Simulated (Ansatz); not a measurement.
Ansatz (a quantum-chemistry and plane-wave program) input:

Ansatz 0.2 input:
```yaml
crystal:
  lattice:
    - [0.0, 3.0394751136, 3.0394751136]
    - [3.0394751136, 0.0, 3.0394751136]
    - [3.0394751136, 3.0394751136, 0.0]
  atoms:
    - { symbol: Cu, position: [0.75, 0.75, 0.75] }
    - { symbol: I, position: [0.0, 0.0, 0.0] }
kpoints:
  mp_grid: { grid: [8, 8, 8] }
hamiltonian:
  xc: pbe
  pseudopotentials: { kind: paw }
scf:
  occupations: { method: fixed }
phonons:
  method: dfpt
  response_accuracy: low
  eigenvectors: true
  rigid_motions: translations
  dielectric: true
  raman: true
```

Output (shortened):

```
Pseudopotential: Cu, paw, valence charge 19
Pseudopotential: I, paw, valence charge 17
Functional definition: PBE
Crystal: 2 atoms, lattice volume = 56.160 Å³
Basis set: ecut = 420 eV, 1067 PW (Γ), exchange–correlation on 60×60×60 points (8 copies of the dense FFT grid, shifted against one another)
Bands: 22, of which v1, the nominal top of the filled ones, is band 18 counted from 1 (17 counted from 0)
Symmetry: 24 space group operations
k-points: 95 of 512 (irreducible under 4 space group operations, time reversal used)
SCF iter   1: F=—  HF=-14138.366380 eV  |F-HF|=—  |Δ(HF+E_count)|=         —  Δρ=1.26e-3  dr2=7.33e-4  ethr=1.77e-3  ⟨swp⟩=5.0  Hψ=8518  notcnv=0  defer=180
preconditioner: auto → none
SCF iter   2: F=—  HF=-14138.366619 eV  |F-HF|=—  |Δ(HF+E_count)|=   2.39e-4  Δρ=2.18e-3  dr2=1.65e-3  ethr=2.04e-6  ⟨swp⟩=3.0  Hψ=4998  notcnv=0  defer=182
SCF iter   3: F=—  HF=-14138.366259 eV  |F-HF|=—  |Δ(HF+E_count)|=   3.60e-4  Δρ=2.15e-4  dr2=2.20e-5  ethr=2.04e-6  ⟨swp⟩=2.0  Hψ=3893  notcnv=0  defer=182
SCF iter   4: F=—  HF=-14138.366296 eV  |F-HF|=—  |Δ(HF+E_count)|=   3.72e-5  Δρ=6.29e-5  dr2=1.42e-6  ethr=6.10e-8  ⟨swp⟩=2.0  Hψ=3116  notcnv=0  defer=182
SCF iter   5: F=—  HF=-14138.366305 eV  |F-HF|=—  |Δ(HF+E_count)|=   8.68e-6  Δρ=2.29e-5  dr2=2.85e-7  ethr=3.94e-9  ⟨swp⟩=2.0  Hψ=3356  notcnv=0  defer=160
SCF iter   6: F=—  HF=-14138.366306 eV  |F-HF|=—  |Δ(HF+E_count)|=   7.10e-7  Δρ=5.47e-6  dr2=1.06e-8  ethr=7.92e-10  ⟨swp⟩=2.0  Hψ=2945  notcnv=0  defer=171
SCF iter   7: F=—  HF=-14138.366306 eV  |F-HF|=—  |Δ(HF+E_count)|=   1.56e-8  Δρ=1.56e-6  dr2=8.20e-10  ethr=2.95e-11  ⟨swp⟩=2.0  Hψ=2879  notcnv=0  defer=170
SCF iter   8: F=-14138.366306 eV  HF=-14138.366306 eV  |F-HF|=6.18e-11  |Δ(HF+E_count)|=  6.89e-10  Δρ=4.51e-7  dr2=6.31e-11  ethr=1.00e-12  ⟨swp⟩=10.8  Hψ=13975  notcnv=0
SCF 1 converged in 8 iterations: F = -14138.366306 eV  dr2 = 6.31e-11
DFPT response loops at Γ: preconditioner auto → none (the input reference at scf.mixing.eps_inf says where Resta's filter doesn't serve); β = 0.50 …
── the response to a field inside a basis, on 8×8×8 k-points: an SCF that follows is theirs, and a resumed run solves both again ──
Crystal: 2 atoms, lattice volume = 56.160 Å³
Bands: 19, of which v1, the nominal top of the filled ones, is band 18 counted from 1 (17 counted from 0)
k-points: 60
SCF iter   1: F=—  HF=-14138.365669 eV  |F-HF|=—  |Δ(HF+E_count)|=         —  Δρ=1.54e-4  dr2=2.91e-6  ethr=1.00e-1
preconditioner: auto → none
SCF iter   2: F=—  HF=-14138.365673 eV  |F-HF|=—  |Δ(HF+E_count)|=   3.93e-6  Δρ=2.62e-4  dr2=2.18e-5  ethr=8.07e-9
SCF iter   3: F=—  HF=-14138.365680 eV  |F-HF|=—  |Δ(HF+E_count)|=   7.31e-6  Δρ=2.94e-4  dr2=3.20e-5  ethr=8.07e-9
SCF iter   4: F=—  HF=-14138.365672 eV  |F-HF|=—  |Δ(HF+E_count)|=   8.53e-6  Δρ=1.69e-5  dr2=5.69e-8  ethr=8.07e-9
SCF iter   5: F=—  HF=-14138.365672 eV  |F-HF|=—  |Δ(HF+E_count)|=   2.83e-8  Δρ=3.92e-6  dr2=3.21e-9  ethr=1.58e-10
SCF iter   6: F=-14138.365672 eV  HF=-14138.365672 eV  |F-HF|=3.64e-11  |Δ(HF+E_count)|=   3.78e-9  Δρ=3.76e-7  dr2=4.09e-11  ethr=8.93e-12
SCF 1 converged in 6 iterations: F = -14138.365672 eV  dr2 = 4.09e-11
DFPT response loops at Γ: mixed as the last ones told, above
DFPT response loops at Γ: mixed as the last ones told, above
WARN: field response: ε∞ stands inside a basis, on 8×8×8 points …
SCF converged after 8 iterations
Free energy (F): -14138.366306 eV
Harris-Foulkes:  -14138.366306 eV  (|F-HF|=6.18e-11)
Internal energy: -14138.366306 eV  (E = F + TS)
E sigma→0 (E₀):  -14138.366306 eV
Fermi energy:    8.042121 eV
--- Per-component energies (eV) ---
  E_band       = -870.609747
  E_kinetic    = 489.306970
  E_local      = -7641.283125  (includes V_loc(G=0)·N_el)
  E_nonlocal   = 313.761373
  E_hartree    = 3550.713039
  E_xc         = -215.157857
  E_vxc        = -240.933006  (∫ρ·V_xc dr)
  E_paw        = -6492.475318  (= ΣΔE_a)
  E_vpaw       = -892.887596  (= ΣTr[D̂ρ^β])
  E_aug_tail   = 0.000264  (compensation charges beyond the density's cutoff)
  E_ewald      = -4143.231652
  E_smearing   =  0.000000  (= −TS)
  E_closure    =  0.000000  (closes the sum)
  Σ components = -14138.366306   (vs F -14138.366306, Δ=0.00e0)
  [band-id]    e_kinetic+e_local+e_nonlocal+2·e_hartree+e_vxc+e_vpaw+e_augmentation_tail = -870.609040   (vs E_band -870.609747, Δ=7.06e-4)
--- Band table (eV; the first three rows and the last of 95) ---
  k-point 0: bands = ["-103.4086", "-60.8228", "-60.8228", "-60.8228", "-37.6844", "-37.6844", "-37.6844", "-37.6799", "-37.6799", "-5.9465", "4.4255", "4.4255", "4.4255", "6.2254", "6.2254", "8.0421", "8.0421", "8.0421", "9.1431", "12.9263", "12.9263", "12.9263"]
  k-point 1: bands = ["-103.4086", "-60.8228", "-60.8228", "-60.8228", "-37.6844", "-37.6844", "-37.6844", "-37.6799", "-37.6799", "-5.8754", "4.1279", "4.4306", "4.4306", "6.2194", "6.2194", "7.4320", "7.9287", "7.9287", "9.8338", "12.8274", "13.1419", "13.1419"]
  k-point 2: bands = ["-103.4087", "-60.8228", "-60.8228", "-60.8228", "-37.6844", "-37.6843", "-37.6843", "-37.6798", "-37.6798", "-5.6934", "3.4279", "4.4400", "4.4400", "6.2167", "6.2167", "6.7926", "7.6784", "7.6784", "10.2828", "13.4769", "13.4769", "13.4955"]
  k-point 94: bands = ["-103.4087", "-60.8228", "-60.8228", "-60.8228", "-37.6844", "-37.6843", "-37.6839", "-37.6799", "-37.6797", "-5.2186", "2.9576", "3.5443", "4.2177", "6.1640", "6.1794", "6.3073", "6.4725", "6.8101", "12.4981", "12.6964", "14.0455", "14.4311"]
--- Phonons (Γ-DFPT): 2 representative perturbations + reference, on 95 of 512 k-points (Σ response iterations 5) ---
  ASR residual: 8.686e-4 → 0.000e0 eV/Å²; symmetrization residual: 1.330e-4 eV/Å²
  ASR residual per site (eV/Å²): 2.78e-4 8.69e-4
  Γ frequencies (cm⁻¹): 0.00 0.00 0.00 122.43 122.43 122.43
  ε∞ (high-frequency dielectric tensor):
        6.368672     0.000000     0.000000
        0.000000     6.368672     0.000000
        0.000000     0.000000     6.368672
  ε⁰ (static dielectric tensor: ions relaxed, cell fixed):
        8.077573     0.000000     0.000000
        0.000000     8.077573     0.000000
        0.000000     0.000000     8.077573
  ε⁰ − ε∞ (ionic part):
        1.708901     0.000000     0.000000
        0.000000     1.708901     0.000000
        0.000000     0.000000     1.708901
  softest optical mode at Γ: 122.43 cm⁻¹; the repairs (sum rule, projections) moved no ω² at Γ by more than (2.30 cm⁻¹)²
  Born effective charges Z* (e; rows j = field, columns β = displacement):
    site 0:
         1.11261    0.00000    0.00000
         0.00000    1.11261    0.00000
         0.00000    0.00000    1.11261
    site 1:
        -1.11261    0.00000    0.00000
         0.00000   -1.11261    0.00000
         0.00000    0.00000   -1.11261
  Z* charge neutrality: 3.708e-4 e pre-enforcement
  solved inside a basis spanned on kpoints, on 8×8×8 k-points transformed towards the longest dipole: ε∞ is read to err by 1.7e-2, Z* by 2.0e-2 e (field_mesh …
  Raman tensors (in the event stream and the table raman_tensors.tsv) …
  optical modes at Γ without the LO–TO term, one row a degenerate level:
      ω (cm⁻¹)  modes    IR ((D/Å)²/amu)  static Raman (Å⁴/amu)  depolarisation
        122.43      3             2.0234               106.4535           0.750
  optical modes at Γ + LO–TO along q̂ = [1.0000, 0.0000, 0.0000]:
      ω (cm⁻¹)  modes    IR ((D/Å)²/amu)  static Raman (Å⁴/amu)  depolarisation
        122.43      2             1.3490                70.9690           0.750
        137.88      1             0.6745                35.3902           0.750
  optical modes at Γ + LO–TO along q̂ = [0.0000, 1.0000, 0.0000]:
      ω (cm⁻¹)  modes    IR ((D/Å)²/amu)  static Raman (Å⁴/amu)  depolarisation
        122.43      2             1.3490                70.9690           0.750
        137.88      1             0.6745                35.3902           0.750
  optical modes at Γ + LO–TO along q̂ = [0.0000, 0.0000, 1.0000]:
      ω (cm⁻¹)  modes    IR ((D/Å)²/amu)  static Raman (Å⁴/amu)  depolarisation
        122.43      2             1.3490                70.9690           0.750
        137.88      1             0.6745                35.3902           0.750
```

Cost: about 4 core-minutes (a rough figure) on shared cores.

Space group F-43m (zinc blende). The PBE relaxation kept the symmetry of its start; phonons on a q-mesh show no instability. No spin polarisation was allowed. Scalar-relativistic: spin–orbit coupling is off unless named, which matters more the heavier the elements.

Potentials: the later of the program's two PAW sets.

Ansatz is a plane-wave DFT program.
